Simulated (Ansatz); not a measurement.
The cell below belongs to a search over invented structures; it isn't taken from experiment.

Input and command of a plane-wave DFT calculation in Ansatz:

```yaml
crystal:
  lattice:
    - [3.2215081292, 1.8599385856, 4.6706465382]
    - [-3.2215081292, 1.8599385856, 4.6706465382]
    - [0.0, -3.7198771711, 4.6706465383]
  atoms:
    - { symbol: Na, position: [0.0, 0.0, 0.0] }
    - { symbol: Hf, position: [0.5, 0.5, 0.0] }
    - { symbol: Hf, position: [0.0, 0.5, 0.5] }
    - { symbol: Hf, position: [0.5, 0.0, 0.5] }
    - { symbol: Nb, position: [0.5, 0.5, 0.5] }
    - { symbol: Bi, position: [0.0, 0.0, 0.5] }
    - { symbol: Bi, position: [0.5, 0.0, 0.0] }
    - { symbol: Bi, position: [0.0, 0.5, 0.0] }
basis:
  ecutwfc: 420
kpoints:
  mp_grid: { grid: [6, 6, 6] }
hamiltonian:
  xc: pbe
scf:
  occupations: { method: gaussian, width: 0.1 }
output:
  forces: true
  stress: true
  eigenvalues: true
relax:
  adjacent_minimum: "off"
  f_tol: 0.01
  max_steps: 30
  cell: { stress_tol: 0.1, fix: [volume] }
```

```bash
ansatz run input.yaml --threads 1 --pin off --max-ram 2560MiB --backend cpu --events-out ev --progress --plain --runs-dir out
```

Processor: Arm Neoverse V1, 1 thread, on a host shared with other jobs.

Problem. Estimate time, memory and problem size.

Solution. About 2.1 min, peak memory 0.69 GiB. It solves 87 bands at 32 k points (after reduction by symmetry) with about 3255 plane waves, in 26 SCF iterations over 4 ionic steps.
